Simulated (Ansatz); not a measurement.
Computed with DFT PBE, scalar-relativistic, plane waves, PAW (Ansatz). The final run on the 6-atom cell used 420 eV, a Γ-centred 10×10×10 mesh, 0.02 eV smearing and no spin polarisation.

Energies over the elements count from the elements' standard structures at the same level, with no fitted energy shifts.

Question: Find a candidate tetragonal semiconductor made of Al, As and In, with a gap near 0.8 eV, a formation energy near −0.39 eV/atom and a density near 4.30 g/cm³, in a cell of 6 atoms.

Answer: Al₂InAs₃, space group I-4m2 (No. 119). Around Al lie 4 As at 2.49–2.50 Å; around In lie 4 As at 2.64 Å; around As on a site of symmetry 2mm lie 2 Al at 2.49 Å and 2 In at 2.64 Å; As on a site of symmetry -4m2 has 4 Al at 2.50 Å.

```xyz
6
Lattice="-2.0751 2.0751 8.8307 2.0751 -2.0751 8.8307 2.0751 2.0751 -8.8307" Properties=species:S:1:pos:R:3 pbc="T T T"
Al    0.0000    0.0000   11.8449
Al    0.0000    0.0000    5.8166
In    0.0000    0.0000    0.0000
As    2.0751    0.0000    7.1936
As    2.0751    0.0000    1.6372
As    0.0000    2.0751    4.4154
```

| Item | Value |
| --- | --- |
| Volume per atom | 25.35 Å³ |
| Density | 4.30 g/cm³ |
| Energy over the elements | −0.391 eV/atom |
| Gap on the 10×10×10 mesh of the 6-atom cell | 0.84 eV |

It was reached by relaxing an invented guess, and it needn't be the stable form of this composition. Other answers may fit too; this one was computed.

Kohn–Sham gaps at this level usually fall short of measured ones. The reference form of As is held partly by dispersion forces, which this level lacks. Symmetry constrained the relaxation, so the result can be a saddle point.
